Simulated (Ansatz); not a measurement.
GaAs (zinc blende)

```cif
data_AsGa
_chemical_formula_sum 'As1 Ga1'
_space_group_name_H-M_alt 'P 1'
_space_group_IT_number 1
_cell_length_a 4.00696
_cell_length_b 4.00696
_cell_length_c 4.00696
_cell_angle_alpha 60.000
_cell_angle_beta 60.000
_cell_angle_gamma 60.000
loop_
_space_group_symop_operation_xyz
  'x, y, z'
loop_
_atom_site_label
_atom_site_type_symbol
_atom_site_fract_x
_atom_site_fract_y
_atom_site_fract_z
_atom_site_occupancy
As1 As 0.75000 0.75000 0.75000 1
Ga1 Ga 0.00000 0.00000 0.00000 1
```

The volume is varied about the relaxed value V₀ at fixed cell shape. Symmetry pins the atoms to their sites.

Level of theory: r2SCAN (plane waves to 500 eV, PAW, scalar-relativistic; Ansatz, a first-principles code). k mesh 10×10×10 (Γ-centred), Fermi-Dirac smearing 0.05 eV. The energy includes the smearing's −TS. GaAs was relaxed with its symmetry unable to fall. The zero of ΔE is the relaxed starting cell.

| V (Å³/atom) | ΔE (meV/atom) |
|---|---|
| 20.471 | 62.4 |
| 20.850 | 41.9 |
| 21.229 | 26.0 |
| 21.609 | 14.1 |
| 21.988 | 6.1 |
| 22.367 | 1.5 |
| 22.746 | 0.0 |
| 23.125 | 1.4 |
| 23.504 | 5.4 |
| 23.883 | 11.7 |
| 24.262 | 20.2 |
| 24.641 | 30.7 |
| 25.020 | 42.9 |

**Question.** What is the fitted pressure derivative B₀′?

**Answer.** 4.6.

**Question.** What bulk modulus B₀ follows from a third-order Birch-Murnaghan fit?

**Answer.** 72.2 GPa. Check by three points about V = 22.746 Å³/atom, step 0.379: d²E/dV² ≈ (1.5 − 2·0.0 + 1.4) meV / 0.379² = 0.0202 eV/Å⁶, and V·d²E/dV² × 160.2 = 73.5 GPa.

(Under strain, the slope of the energy per volume gives the stress and its curvature an elastic modulus.)
